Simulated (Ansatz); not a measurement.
Surface calculation: fcc Os (111), 3 layers

The slab is cut from the fcc crystal, which needn't be the stable phase, as relaxed on PAW files (13.75 Å³/atom), with 16 Å of vacuum and a dipole correction:

```yaml
crystal:
  lattice:
    - [2.68915, 0.00000, 0.00000]
    - [-1.34457, 2.32887, 0.00000]
    - [0.00000, 0.00000, 20.39140]
  atoms:
    - { symbol: Os, position: [0.16667, 0.33333, 0.39232] }
    - { symbol: Os, position: [0.50000, 0.00000, 0.50000] }
    - { symbol: Os, position: [0.83333, 0.66667, 0.60768] }
```

Computed with Ansatz 0.2.0; functional LDA, scalar-relativistic. Settings: a Γ-centred 17×17×1 k mesh, Fermi–Dirac smearing of 0.08 eV, no spin polarisation. Methods: LAPW: all electrons, basis error target 1 meV/atom; PAW: frozen-core files, cutoff 420 eV.

The bulk energy comes from a cell in the slab's orientation on a 17×17×6 mesh. The surface energy is (E(slab) − N·E(bulk))/2A at zero smearing, the mean of both faces; thin slabs carry quantum-size effects.

Spin–orbit coupling is left out, which matters for the heavy atoms. The PAW files were made under PBE. The cell is 1×1, so reconstructions are forbidden, and in slabs of four or five layers the relaxations can be far larger than at a real surface.

Q: As cut, the LAPW slab lies 2.510 eV above 3 atoms of bulk. What surface energy is that?

A: Over two faces of 6.26 Å² it is 200.4 meV/Å², and times 16.02 J/m² per eV/Å² that gives γ = 3.211 J/m².

Q: What do relaxation and the other method give, and what work function comes out?

A: 

| method | γ as cut (J/m²) | γ relaxed (J/m²) | Φ as cut (eV) | Φ relaxed (eV) |
| --- | --- | --- | --- | --- |
| LAPW | 3.211 | 3.091 | 5.67 | 5.60 |
| PAW | 3.211 | 3.090 | 5.67 | 5.60 |

Q: How do the spacings between the planes relax?

A: From the bottom face up: d12 -3.5 % of 2.196 Å, d23 -3.5 % of 2.196 Å.

Q: In the relaxed 1×1 cell, replace the outer, then the middle Os by Ir, which changes a whole layer. What shift does this Z+1 picture give?

A: E(outer) − E(middle) = -0.51 eV by LAPW and -0.51 eV by PAW; a positive value puts the surface line at higher binding energy.
